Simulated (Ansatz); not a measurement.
PbS (rock salt, Fm-3m), the program Ansatz at the PBE level (PAW). The conduction-band minimum lies at L, with 4 equivalent valleys. Second derivatives d²E/dk² of the lowest band at one valley (eV·Å²), along Cartesian directions:

| direction | d²E/dk² |
|---|---|
| [100] | 48.23 |
| [010] | 48.23 |
| [001] | 48.23 |
| [110] | 48.56 |
| [101] | 48.03 |
| [011] | 48.03 |

Problem. Find the principal effective masses, the density-of-states mass and the conductivity mass.

Solution. Off-diagonal terms follow from H_xy = H[110] − (H_xx + H_yy)/2, and m*/mₑ = 7.620 eV·Å² over each eigenvalue: 0.16, 0.16, 0.16. One valley's DOS mass (m₁m₂m₃)^(1/3) = 0.16, conductivity mass 3/(Σ 1/mᵢ) = 0.16 mₑ.

Problem. What effective density of states Nc follows at 300 K for parabolic valleys?

Solution. Nc = 2.509e19 × 4 × (0.16)^(3/2) ≈ 6.4e18 cm⁻³.

The PBE relaxation kept the symmetry of its start. Spin–orbit coupling is left out wherever it is not named.

Potentials: the earlier of the program's two PAW sets.

Edges and masses are those of Kohn–Sham bands, whose gap is no quasiparticle gap.
